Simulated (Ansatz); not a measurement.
PbS2:
```
CELL_PARAMETERS angstrom
     -3.07631     3.07631     3.77592
      3.07631    -3.07631     3.77592
      3.07631     3.07631    -3.77592
ATOMIC_POSITIONS crystal
  Pb 0.75000 0.75000 0.00000
  Pb 0.25000 0.25000 0.00000
  S  0.11944 0.61944 0.73888
  S  0.88056 0.38056 0.26112
  S  0.61944 0.88056 0.50000
  S  0.38056 0.11944 0.50000
```

Relaxed with r²SCAN. Special points in fractions of this cell's reciprocal vectors: Γ (0.000, 0.000, 0.000); X (0.000, 0.000, 0.500); P (0.250, 0.250, 0.250); N (0.000, 0.500, 0.000); M (0.500, 0.500, -0.500); S (0.416, 0.584, -0.416); S0 (-0.416, 0.416, 0.416); R (-0.332, 0.332, 0.500); G (0.500, 0.500, -0.332).

Task: List the band energies nearest the valence-band maximum at these points for plane-wave PAW r²SCAN (Ansatz code).

Result: In eV from the valence-band maximum; about four levels below and three above (degenerate sets whole), none deeper than 8.9 eV; points with the same levels are listed once.

```tsv
k	below	above
Γ	-3.59 -3.44 -3.44 -0.49	3.05 3.05 3.36 3.36
X	-2.88 -1.64 -1.52 -0.50	1.37 1.45 2.33
P	-2.32 -2.32 -1.18 -1.18	2.51 2.51 2.52 2.52
N	-2.48 -2.48 -1.17 -1.17	1.21 1.21 2.59 2.59
M	-1.66 -1.66 -0.42 0.00	1.69 1.77 1.77
S	-1.83 -1.25 -0.65 -0.43	1.01 1.72 2.42
R	-1.64 -1.19 -0.85 -0.58	0.47 2.06 2.37
```

Space group I4/mcm. The first step of the workflow began from a Materials Project structure, measured or hypothetical; the Crystallography Open Database copy checked does not list it. Whether it is the stable phase at ambient conditions was not checked. Symmetry was held in the r²SCAN relaxation; its stability against distortions is not shown here. Spin–orbit coupling is left out wherever it is not named.

Potentials: the later of the program's two PAW sets.
